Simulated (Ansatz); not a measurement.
GaN (wurtzite)

```
GaN
1.0
    6.36625     0.00000     0.00000
   -1.59156     2.75667     0.00000
    0.00000     0.00000     5.18363
Ga N
4 4
Cartesian
  1.59156   0.91889   0.00513
  4.77469   0.91889   0.00513
  0.00000   1.83778   2.59694
  3.18312   1.83778   2.59694
  1.59156   0.91889   3.23568
  4.77469   0.91889   3.23568
  0.00000   1.83778   0.64387
  3.18312   1.83778   0.64387
```

The atoms are displaced by Q × the pattern below (from a DFPT mode at M = (0.5, 0.0, 0.0), largest move 1; Q in Å), at fixed cell. (q is in reciprocal vectors of the primitive cell; the cell shown is doubled to hold the pattern.)

| atom | x | y | z |
|---|---|---|---|
| Ga1 | 0.813 | 0.470 | -0.344 |
| Ga2 | -0.813 | -0.470 | 0.344 |
| Ga3 | 0.813 | 0.470 | 0.344 |
| Ga4 | -0.813 | -0.470 | -0.344 |
| N5 | 0.131 | 0.075 | 0.159 |
| N6 | -0.131 | -0.075 | -0.159 |
| N7 | 0.131 | 0.075 | -0.159 |
| N8 | -0.131 | -0.075 | 0.159 |

Calculation: r2SCAN (plane waves to 500 eV, PAW, scalar-relativistic; Ansatz, a program for electronic structure). k mesh 6×12×7 (Γ-centred), Fermi-Dirac smearing 0.05 eV. Energies are smeared free energies. GaN was relaxed with its symmetry unable to fall. ΔE is measured from the undisplaced structure.

| Q (Å) | ΔE (meV/cell) |
|---|---|
| -0.2800 | 4042 |
| -0.2333 | 2817 |
| -0.1867 | withheld |
| -0.1400 | 1019 |
| -0.0933 | 454 |
| -0.0467 | 113 |
| 0.0000 | 0 |
| 0.0467 | 113 |
| 0.0933 | 454 |
| 0.1400 | 1019 |
| 0.1867 | withheld |
| 0.2333 | 2817 |
| 0.2800 | 4042 |

Fit an even polynomial form (powers 2, 4) to the given rows and predict ΔE at Q = -0.1867.

Least squares on the 11 given rows: ΔE = (52180)·Q² + (-7875)·Q⁴, in meV/cell with Q in Å; root-mean-square residual 0.5 meV/cell. At -0.1867 the fit gives 1809 meV/cell; the calculation gives 1808 meV/cell, so the interpolation is off by 1 (+0.1 %). The quadratic term alone would give 1819 meV/cell.

(For displaced atoms, the force is minus the slope of the energy, and its curvature is a force constant, which sets phonon frequencies.)
